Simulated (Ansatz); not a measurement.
A crystal relaxed with r2SCAN in the PAW code Ansatz has space group P-43m (No. 215) and a = 3.954 Å.

| atom | site | x | y | z |
| --- | --- | --- | --- | --- |
| N | 3d | 0.5000 | 0.0000 | 0.0000 |
| B | 4e | 0.2270 | 0.7730 | 0.7730 |
| Xx | 1b | 0.5000 | 0.5000 | 0.5000 |

With r2SCAN the gap is 1.04 eV and direct, at Γ. With HSE06 the gap is 1.77 eV and direct, at Γ. The PBE gap is direct at Γ: 0.74 eV. Meshes: r2SCAN 6×6×6, HSE06 4×4×4, PBE 6×6×6. r2SCAN's ε∞ is 5.9 in all directions.

Problem. Which element is Xx?
A. Bi
B. Sb
C. P
D. As

Solution. D. Xx is As: B4AsN3, ordered on the zincblende lattice (P-43m) with 8 atoms a cell. Around N lie 4 B at 1.67 Å; around B lie 3 N at 1.67 Å and 1 As at 1.87 Å; around As lie 4 B at 1.87 Å.

Note: simulated data, non-magnetic, for a generated structure that need not be the stable one.

The runs are scalar-relativistic, without spin-orbit coupling.

The meshes of the hybrids are coarse, so their gaps aren't converged to the digits shown.
